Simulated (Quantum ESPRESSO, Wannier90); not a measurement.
# Tight-binding from DFT: W (bcc (W type))

```xyz
1
Lattice="-1.5852 1.5852 1.5852 1.5852 -1.5852 1.5852 1.5852 1.5852 -1.5852" Properties=species:S:1:pos:R:3 pbc="T T T"
W      0.0000     0.0000     0.0000
```

Structure: Materials Project mp-91, symmetrised, not relaxed again. This is the element's usual structure. Method: PBEsol plane waves in Quantum ESPRESSO 7.5 (PseudoDojo norm-conserving files, 60 Ry, spinors with spin-orbit coupling), Bloch states on a 10×10×10 mesh through Γ, Wannier90 4.0.1. Density: 18×18×18 mesh, cold smearing 0.01 Ry.

Base run: 18 functions from bands 9-42 of the 42 computed, start hydrogen-like W: s;p;d, centres 0.05 Å off the atoms, frozen window up to 1.50 eV relative to the Fermi level, outer window open. One setting was then changed (edges relative to the Fermi level; misfit to pw.x on a path, for states up to 1.0 eV relative to the Fermi level).

```tsv
run	Ω_I (Å²)	rms misfit (meV)	worst (meV)
base	17.98	3.5	19
changed	17.89	11	98
```

Which change was made?
A. only the lowest 30 of the kept bands
B. frozen window to -0.50 eV
C. frozen window to -1.50 eV
D. frozen window to 0.50 eV

D, frozen window to 0.50 eV. The others give:

```csv
run,Ω_I (Å²),rms misfit (meV),worst (meV)
frozen window to -0.50 eV,17.83,30,255
frozen window to -1.50 eV,17.81,41,256
only the lowest 30 of the kept bands,19.44,4.2,25
```
